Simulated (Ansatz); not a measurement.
Input and command of a plane-wave DFT calculation in Ansatz:

```yaml
crystal:
  lattice:
    - [3.2307551065, 0.0, 0.0]
    - [0.0, 34.2947224833, 0.0]
    - [0.0, 0.0, 4.7852286295]
  atoms:
    - { symbol: P, position: [0.0, 0.97026143, 0.59215072] }
    - { symbol: P, position: [0.0, 0.02973857, 0.40784928] }
    - { symbol: P, position: [0.5, 0.02973857, 0.09215072] }
    - { symbol: P, position: [0.5, 0.97026143, 0.90784928] }
basis:
  ecutwfc: 500
kpoints:
  mp_grid: { grid: [10, 1, 8] }
hamiltonian:
  xc: r2scan
scf:
  occupations: { method: gaussian, width: 0.05 }
output:
  forces: true
  stress: true
  eigenvalues: true
```

```bash
ansatz run input.yaml --threads 1 --pin off --max-ram 2560MiB --backend cpu --events-out ev --progress --plain --runs-dir out
```

Processor: Arm Neoverse V2, 1 thread, on a host shared with other jobs.

Task: Estimate time, memory and problem size.

Result: About 30 s on 1 thread of Arm Neoverse V2, on a shared host, peak memory 1.6 GiB. It solves 14 bands at 30 k points (the mesh reduced by symmetry) with about 13483 plane waves, in 6 SCF iterations.
